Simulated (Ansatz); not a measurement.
# Cd3Sn in Ansatz, single run

input.yaml:

```yaml
crystal:
  lattice:
    - [6.302879, 0.0, 0.0]
    - [0.0, 4.959643, 0.0]
    - [0.0, 0.0, 5.44183]
  atoms:
    - { symbol: Cd, position: [0.0, 0.5, 0.667] }
    - { symbol: Cd, position: [0.5, 0.0, 0.333] }
    - { symbol: Sn, position: [0.0, 0.0, 0.333] }
    - { symbol: Sn, position: [0.5, 0.5, 0.667] }
    - { symbol: Cd, position: [0.25, 0.0, 0.833] }
    - { symbol: Cd, position: [0.75, 0.0, 0.833] }
    - { symbol: Cd, position: [0.75, 0.5, 0.167] }
    - { symbol: Cd, position: [0.25, 0.5, 0.167] }
  symmetry: { tolerance: 0.0003 }
kpoints:
  mp_grid: { grid: [3, 4, 4], shift: [0, 0, 0] }
magnetization:
  spin_polarized: false
scf:
  occupations: { method: gaussian, width: 0.1383 }
  algorithm: direct_min
  mixing: { preconditioner: kerker }
hamiltonian:
  pseudopotentials: { kind: paw }
  xc: lda
basis:
  ecutwfc: 500
output:
  forces: true
  stress: true
  eigenvalues: true
  write_density: true
  write_potential: true
  elf: true
  volumetric_format: npy
```

The command:

```bash
ansatz run input.yaml --threads 1 --pin off --max-ram 2560MiB --backend cpu --events-out ev --progress --plain --runs-dir out
```

Origin of the cell: a known structure type with other elements, at an estimated volume, so it need not be a known compound.

Output (shortened):

```
Pseudopotentials: kind: paw
Pseudopotential: Cd, paw, valence charge 20, recommended cutoff 420 eV (normal), Cd.paw.azcp
Pseudopotential: Sn, paw, valence charge 14, recommended cutoff 420 eV (normal), Sn.paw.azcp
Functional definition: SPW92
  exchange = slater_x
  correlation = pw_c
Crystal: 8 atoms, lattice volume = 170.112 Å³
Basis set: ecut = 500 eV, 4323 PW (Γ)
Bands: 89, of which v1, the nominal top of the filled ones, is band 74 counted from 1 (73 counted from 0)
Symmetry: 8 space group operations
Space group: Pmmn (ITA 59), of the structure as read, at distance tolerance 1.7e-3 Å
k-points: 18 of 48
[… 4 lines left out …]
Initial density: superposition of atomic densities (neutral atoms: chi_scale 0, normalization atom), corrected by the library's trained network
Functional: x = slater, c = lda
SCF iter   1: F=—  HF=-60465.664901 eV  Δρ=9.44e-3  dr2=1.01e-1
SCF iter   2: F=—  HF=-60465.658026 eV  Δρ=7.65e-3  dr2=6.84e-2  defer=1
SCF iter   3: F=—  HF=-60465.631170 eV  Δρ=1.28e-3  dr2=4.27e-3
SCF iter   4: F=—  HF=-60465.629841 eV  Δρ=2.29e-4  dr2=1.57e-4  defer=1
SCF iter   5: F=—  HF=-60465.629803 eV  Δρ=6.54e-5  dr2=5.23e-6
SCF iter   6: F=—  HF=-60465.629802 eV  Δρ=1.22e-5  dr2=2.28e-7  defer=1
SCF iter   7: F=-60465.629802 eV  HF=-60465.629802 eV  Δρ=1.59e-6  dr2=4.66e-9  defer=1
the search or the solves at the SCF's close may have found levels that the self-consistency loop had missed (the run counts none). By its estimate they hold under 1e-12 electrons; where the r […]
SCF 1 converged in 7 iterations: F = -60465.629802 eV  dr2 = 4.66e-9
SCF converged after 7 iterations
Stability not checked: this state was not tested for a lower state beside it, because a direct minimisation reached the state, and no test of it is asked (direct_minimisation; see scf.lower_state_search)
Free energy (F): -60465.629802 eV
Harris-Foulkes:  -60465.629802 eV  (|F-HF|=4.58e-9)
Internal energy: -60465.589983 eV  (E = F + TS)
E sigma→0 (E₀):  -60465.609892 eV
Entropy (-TS):   -0.039819 eV (-4.977 meV/atom)
Fermi energy:    14.570357 eV
--- Per-component energies (eV) ---
  E_band       = -2426.559741
  E_kinetic    = 3416.003651
  E_local      = -19127.873154  (includes V_loc(G=0)·N_el)
  E_nonlocal   = 180.036046
  E_hartree    = 9292.571426
  E_xc         = -1819.207684
  E_vxc        = -1535.746242  (∫ρ·V_xc dr)
  E_paw        = -31664.510634  (= ΣΔE_a)
  E_vpaw       = -3944.129552  (= ΣTr[D̂ρ^β])
  E_aug_tail   = 0.000023  (compensation charges beyond the density's cutoff)
  E_ewald      = -20748.058866
  E_core_change = 5.449209  (= ΣΔE_core)
  E_smearing   = -0.039819  (= −TS)
  Σ components = -60465.629802   (vs F -60465.629802, Δ=0.00e0)
--- Forces (eV/Å), atoms counted from 1 ---
  atom   1  Cd     0.000000     0.000000     0.152570
  atom   2  Cd     0.000000     0.000000    -0.152570
  atom   3  Sn     0.000000     0.000000     0.062876
  atom   4  Sn     0.000000     0.000000    -0.062876
  atom   5  Cd    -0.027445     0.000000     0.061975
  atom   6  Cd     0.027445     0.000000     0.061975
  atom   7  Cd    -0.027445     0.000000    -0.061975
  atom   8  Cd     0.027445     0.000000    -0.061975
  max |Σ_I F_I| component: 6.94e-18 eV/Å
--- Stress (GPa, compression-positive) ---
        3.464120       0.000000       0.000000
        0.000000       1.100873       0.000000
        0.000000       0.000000       2.158834
  P = ⅓ Tr σ = 2.2413 GPa (22.413 kbar)
```

Caveats: the k mesh is coarse if the cell is a metal.

Time: 3.9 min on 1 thread of Arm Neoverse N1, with other jobs on the host, peak memory 1.1 GiB, from the program's own first density.
